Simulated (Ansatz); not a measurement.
Elastic constants of LiMg: input and output

These are results of Ansatz 0.2.0, DFT LDA, scalar-relativistic, plane waves, PAW, not measurements.

It can be run as:
```bash
ansatz run input.yaml --threads 1 --pin off --backend cpu --events-out ev --progress --plain --runs-dir out  # memory cap (--max-ram) not shown
```

Input (bare energies are in eV):
```yaml
crystal:
  lattice:
    - [1.7001403605, -2.4312032119, 0.0]
    - [1.7001403605, 2.4312032119, 0.0]
    - [0.0, 0.0, 4.7819793209]
  atoms:
    - { symbol: Li, position: [0.0, 0.0, 0.0] }
    - { symbol: Mg, position: [0.5, 0.5, 0.5] }
basis:
  ecutwfc: 420
kpoints:
  mp_grid: { grid: [14, 14, 10] }
hamiltonian:
  xc: lda
scf:
  occupations: { method: fermi_dirac, width: 0.15 }
output:
  forces: true
  stress: true
  eigenvalues: true
elastic:
  mode: relaxed_ion
  amplitude: 0.005
```

From the output:
```
--- Elastic constants: 6 strain directions × 4 members + reference (group order 8) ---
  dense FFT box of the reference and of every strained cell: 20×20×36
  strains applied: 11, 22, 33, 23, 13, 12; error gains: componentwise 1.00 (the most a stress slope's error grows in a printed constant), spectral 1.00 (1 for all six strains in a standard setting)
  C = ∂σ_k/∂η_j (tension-positive GPa; Voigt order 11 22 33 23 13 12):
        37.539     22.501     24.116      0.000      0.000     -0.000
        22.500     73.483     -4.496      0.000      0.000     -0.000
        24.116     -4.497     50.758     -0.000     -0.000      0.000
        -0.000      0.000      0.000      4.227     -0.000      0.000
        -0.000     -0.000      0.000     -0.000     30.380      0.000
        -0.000      0.000      0.000      0.000     -0.000     32.775
  reference stress σ⁰ (GPa):     -0.000      0.000      0.000     -0.000     -0.000      0.000
  C* (energy form; C + prestress term) asymmetry max|C*_kj − C*_jk| = 9.712e-4 GPa — a small one proves nothing (zero by symmetry where the batch's group is 432, −43m or m−3m); a large one is finite-difference/SCF noise where every solve ...
  moduli (Voigt/Reuss/Hill, GPa): K = 27.34/26.80/27.07   G = 21.45/10.08/15.77   E = 39.61   ν = 0.256
  mechanically stable: yes (min eigenvalue of sym C = 4.23 GPa)
  strain η (Voigt 11):  stress-route row diagonal C_11 = 37.54 GPa, energy-path curvature d²(F+E_count+ΔE)/dδ²/Ω₀ = 37.54 GPa
    cells at ±δ against ±2δ: C31 24.12 and 24.15 GPa, apart by 0.06 % of the column's largest entry
         δ    σ_11 (GPa) F (eV) n_scf n_hpsi n_pw
    -1.000e-2      -0.3960       -2103.3628305       7   76962    782   relax 0 steps, max|allowed force component| 1.86e-28 eV/Å
    -5.000e-3      -0.1931       -2103.3631927       4   63764    794   relax 0 steps, max|allowed force component| 6.16e-33 eV/Å
     5.000e-3       0.1823       -2103.3631974       4   63213    804   relax 0 steps, max|allowed force component| 3.79e-29 eV/Å
     1.000e-2       0.3546       -2103.3628650       5   60635    804   relax 0 steps, max|allowed force component| 4.95e-32 eV/Å
  strain η (Voigt 22):  stress-route row diagonal C_22 = 73.48 GPa, energy-path curvature d²(F+E_count+ΔE)/dδ²/Ω₀ = 73.48 GPa
    cells at ±δ against ±2δ: C12 22.51 and 22.55 GPa, apart by 0.05 % of the column's largest entry
         δ    σ_22 (GPa) F (eV) n_scf n_hpsi n_pw
    -1.000e-2      -0.7454       -2103.3623962       7   76760    780   relax 0 steps, max|allowed force component| 6.31e-30 eV/Å
    -5.000e-3      -0.3699       -2103.3630835       4   59954    788   relax 0 steps, max|allowed force component| 6.31e-30 eV/Å
     5.000e-3       0.3648       -2103.3630850       4   59662    796   relax 0 steps, max|allowed force component| 6.32e-30 eV/Å
     1.000e-2       0.7232       -2103.3624130       6   64897    804   relax 0 steps, max|allowed force component| 2.53e-29 eV/Å
  strain η (Voigt 33):  stress-route row diagonal C_33 = 50.76 GPa, energy-path curvature d²(F+E_count+ΔE)/dδ²/Ω₀ = 50.76 GPa
    cells at ±δ against ±2δ: C13 24.13 and 24.16 GPa, apart by 0.07 % of the column's largest entry
         δ    σ_33 (GPa) F (eV) n_scf n_hpsi n_pw
    -1.000e-2      -0.5108       -2103.3626822       8   81788    780   relax 0 steps, max|allowed force component| 0.00e0 eV/Å
    -5.000e-3      -0.2546       -2103.3631541       4   62029    786   relax 0 steps, max|allowed force component| 1.80e-28 eV/Å
     5.000e-3       0.2529       -2103.3631546       4   62118    794   relax 0 steps, max|allowed force component| 1.96e-28 eV/Å
     1.000e-2       0.5036       -2103.3626879       6   64748    800   relax 0 steps, max|allowed force component| 6.30e-30 eV/Å
  strain η (Voigt 23):  stress-route row diagonal C_44 = 4.23 GPa, energy-path curvature d²(F+E_count+ΔE)/dδ²/Ω₀ = 4.23 GPa
    cells at ±δ against ±2δ: C44 4.23 and 4.23 GPa, apart by 0.02 % of the column's largest entry
         δ    σ_23 (GPa) F (eV) n_scf n_hpsi n_pw
    -1.000e-2      -0.0423       -2103.3632589       7  112010    792   relax 0 steps, max|allowed force component| 1.23e-32 eV/Å
    -5.000e-3      -0.0211       -2103.3632979       3   90050    791   relax 0 steps, max|allowed force component| 1.16e-28 eV/Å
     5.000e-3       0.0211       -2103.3632979       3   89463    791   relax 0 steps, max|allowed force component| 1.41e-28 eV/Å
     1.000e-2       0.0423       -2103.3632589       5   94274    792   relax 0 steps, max|allowed force component| 1.85e-32 eV/Å
  strain η (Voigt 13):  stress-route row diagonal C_55 = 30.38 GPa, energy-path curvature d²(F+E_count+ΔE)/dδ²/Ω₀ = 30.38 GPa
    cells at ±δ against ±2δ: C55 30.38 and 30.37 GPa, apart by 0.02 % of the column's largest entry
         δ    σ_13 (GPa) F (eV) n_scf n_hpsi n_pw
    -1.000e-2      -0.3037       -2103.3629361       7  116136    796   relax 0 steps, max|allowed force component| 4.97e-29 eV/Å
    -5.000e-3      -0.1519       -2103.3632170       3   90192    791   relax 0 steps, max|allowed force component| 8.22e-29 eV/Å
     5.000e-3       0.1519       -2103.3632170       3   89436    791   relax 0 steps, max|allowed force component| 1.16e-28 eV/Å
     1.000e-2       0.3037       -2103.3629361       5   94541    796   relax 0 steps, max|allowed force component| 0.00e0 eV/Å
  strain η (Voigt 12):  stress-route row diagonal C_66 = 32.78 GPa, energy-path curvature d²(F+E_count+ΔE)/dδ²/Ω₀ = 32.77 GPa
    cells at ±δ against ±2δ: C66 32.77 and 32.75 GPa, apart by 0.06 % of the column's largest entry
         δ    σ_12 (GPa) F (eV) n_scf n_hpsi n_pw
    -1.000e-2      -0.3275       -2103.3629066       8  128368    794   relax 0 steps, max|allowed force component| 0.00e0 eV/Å
    -5.000e-3      -0.1638       -2103.3632097       3  101567    792   relax 0 steps, max|allowed force component| 1.26e-29 eV/Å
     5.000e-3       0.1638       -2103.3632097       3  100514    792   relax 0 steps, max|allowed force component| 1.26e-29 eV/Å
     1.000e-2       0.3275       -2103.3629066       5  106329    794   relax 0 steps, max|allowed force component| 0.00e0 eV/Å
```

In a metal, frequencies and elastic constants depend on the k mesh and the smearing, soft modes and shear constants most.

The least eigenvalue is 4.2 GPa; in a metal on this mesh the verdict on stability isn't firm within about 20 GPa or a tenth of the bulk modulus.